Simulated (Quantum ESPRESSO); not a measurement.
# Planted mistakes on one cell of In3GaP4

Calculated results; nothing here was measured. They come from pw.x of Quantum ESPRESSO 7.5, a plane-wave density functional program, with PseudoDojo standard norm-conserving files (v0.5 for PBE, v0.4.1 for LDA and PBEsol). The cells are made up: elements, strain and atom displacements were drawn at random, and nothing was relaxed. There is no spin polarisation, spin-orbit coupling or dispersion term.

The cell has 8 sites of a zincblende or diamond lattice. Sites 1 to 4 hold In In Ga In; sites 5 to 8 hold P P P P. Cell vectors in Å: (5.789, -0.035, -0.033); (-0.035, 5.846, -0.018); (-0.033, -0.018, 5.912). Settings: PBE, cutoff 1088 eV, 4 x 4 x 4 k mesh shifted by half a step, Fermi-Dirac smearing of 0.025 eV.

The intended run has a self-consistency threshold of 1e-07 eV, a smearing term of 0.000 eV, a pressure of 0.98 GPa and 11 iterations. Each further run changes one thing: all lengths scaled by 1.0123; atoms of sites 2 and 3 exchanged; cutoff 810 eV; files of PBEsol; k mesh 1 x 1 x 1; one electron added; smearing 0.85 eV; threshold 0.1 eV. A coarse mesh keeps the shift, and a charged cell sits in a uniform background.

| run | change of free energy (eV) | smearing term -TS (eV) | change of P (GPa) | largest change of a force component (eV/Å) | iterations |
| --- | --- | --- | --- | --- | --- |
| A | -2.023 | -6.314 | 3.03 | 0.192 | 11 |
| B | 8.329 | -0.007 | 11.10 | 0.200 | 11 |
| C | 0.007 | 0.000 | -2.21 | 0.118 | 11 |
| D | 0.773 | 0.000 | -6.72 | 0.001 | 11 |
| E | 0.027 | 0.000 | 1.36 | 0.710 | 3 |
| F | 7.672 | 0.000 | 3.92 | 0.228 | 11 |
| G | -0.075 | 0.000 | -0.17 | 1.308 | 11 |
| H | 16.621 | 0.000 | -2.58 | 0.045 | 11 |

A rerun of the intended cell at 1377 eV and k mesh 6 x 6 x 6 moved values by no more than 0.009 eV in the cell's energy, 0.02 GPa in stress and 0.002 eV/Å in force.

Question: which change belongs to which run?

## Worked reading

Run E has the fewest iterations, as a run stopped early does. Run A has the largest smearing term, as wide smearing gives. Run D has a higher energy and the largest fall in pressure, as too small a basis gives. Run C changes the volume by a factor of 1.0374; minus its pressure change over the logarithm of that factor, 60 GPa, is a rough bulk modulus with clamped atoms. Energies from files of another functional, or of a charged cell, have another zero and say nothing on stability; the pressure of a charged cell rests on the program's zero of potential too.

## Key

| run | change |
| --- | --- |
| A | smearing 0.85 eV |
| B | one electron added |
| C | all lengths scaled by 1.0123 |
| D | cutoff 810 eV |
| E | threshold 0.1 eV |
| F | k mesh 1 x 1 x 1 |
| G | atoms of sites 2 and 3 exchanged |
| H | files of PBEsol |